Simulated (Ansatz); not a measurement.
Ti$_{5}$SiSb$_{2}$ in space group I4/mcm (No. 140; Ti on 4b, Ti on 16k, Si on 4a, Sb on 8h), DFT-PBE in the program Ansatz with PAW potentials, all energies at zero smearing, with the estimated change up to a 700 eV cutoff added, with one set of potentials and settings (totals compare only within such a set). Cell of 16 atoms (10 Ti, 2 Si, 4 Sb): -52216.885 eV.

```tsv
element	reference phase	E (eV/atom)
Ti	P6/mmm, 3 atoms in the cell	-2499.6763
Si	Fd-3m, 2 atoms in the cell	-635.8114
Sb	R-3m, 2 atoms in the cell	-6484.5760
```

Formation energy per atom, worked out: (-52216.885 − 10×(-2499.6763) − 2×(-635.8114) − 4×(-6484.5760))/16 = -0.637 eV/atom (-61 kJ per mol of atoms), at 0 K, without zero-point energy or fitted corrections.

The first step of the workflow began from a Materials Project structure, measured or hypothetical; the Crystallography Open Database copy checked does not list it. Whether it is the stable phase at ambient conditions was not checked. Symmetry was held in the PBE relaxation; its stability against distortions is not shown here. The run is not spin-polarised. The references are the lowest solids computed at this level, not always the standard phases. Scalar-relativistic: spin–orbit coupling is off unless named, which matters more the heavier the elements.

Potentials: the earlier of the program's two PAW sets.
